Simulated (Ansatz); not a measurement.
# ZrB: energy along a strain

ZrB, Fm-3m, a = 4.650 Å (as given, not relaxed at this level: 29.4 GPa). The structure is a COD entry; whether it is the stable form wasn't checked. Ansatz: PBEsol, PAW, 420 eV, Γ-centred 18×18×18 mesh on 2 atoms, Gaussian smearing 0.15 eV; no spin polarisation. Cell vectors (Å): 0.000 2.325 2.325; 2.325 0.000 2.325; 2.325 2.325 0.000. The cell is strained by x per cent times the pattern (0 0 0 0 1 0) in the order xx yy zz yz xz xy (engineering shears), with fractional coordinates held. y is the free energy over the start, V0 = 12.568 Å³/atom. Symmetry makes y even in x.

```
x (%) y (meV/atom)
-2.00          1.12
-1.00          0.28
 0.00          0.00
 0.25          0.02
 0.50          0.07
 0.75          0.16
 1.25             ?
 1.50          0.63
 1.75          0.86
```

Problem. Fit y = c2 x² + c4 x⁴ to the other rows, get the stiffness along the pattern, and predict the missing energy.

Solution. Least squares on the rows shown. y = 0.2812 x² − 0.0002815 x⁴. The clamped-ion stiffness p·C·p = 2 × 2.812 eV × 160.2 / 12.568 Å³ = 72 GPa, which is C55 in these axes (C44 of the cubic crystal) (second derivative at the start, which stands under stress). At x = 1.25 the fit asked for gives 0.44 meV/atom. The run gave 0.44 meV/atom, the same to the digits shown.